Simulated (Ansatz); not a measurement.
Sb2Se3 (Pnma) was relaxed and computed twice in Ansatz (plane waves, PAW), once with LDA and once with r²SCAN+D4.

```tsv
	run 1	run 2
cell	a = 11.5353 Å, b = 3.9557 Å, c = 11.2145 Å, α = β = γ = 90.00°	a = 12.096 Å, b = 3.989 Å, c = 11.638 Å, α = 90.00°, β = 90.00°, γ = 90.00°
gap (eV)	0.71	1.14
ΔH_f (eV/atom)	-0.25	-0.29
K_Hill (GPa)	34.8	24.3
G_Hill (GPa)	16.6	13.1
electron conductivity mass (mₑ)	0.35	0.35
Θ_D (K)	184	165
```

**Question.** Which run used which functional?

**Answer.** Run 1 is LDA, run 2 is r²SCAN+D4.

Weakly bound layers, chains or molecules computed without a dispersion correction, so cells and soft constants are ill determined: Sb2Se3, Pnma (Pearson symbol oP20) with LDA. All cells were relaxed under the symmetry of their starts (and spin orders); stability against distortions was not tested throughout. Scalar-relativistic: spin–orbit coupling is off unless named, which matters more the heavier the elements.

Potentials: the later of the program's two PAW sets.

Ansatz (a quantum-chemistry and plane-wave program) is a plane-wave DFT program.

Formation energies count from the lowest solids of the elements computed at the same level, not from gases.
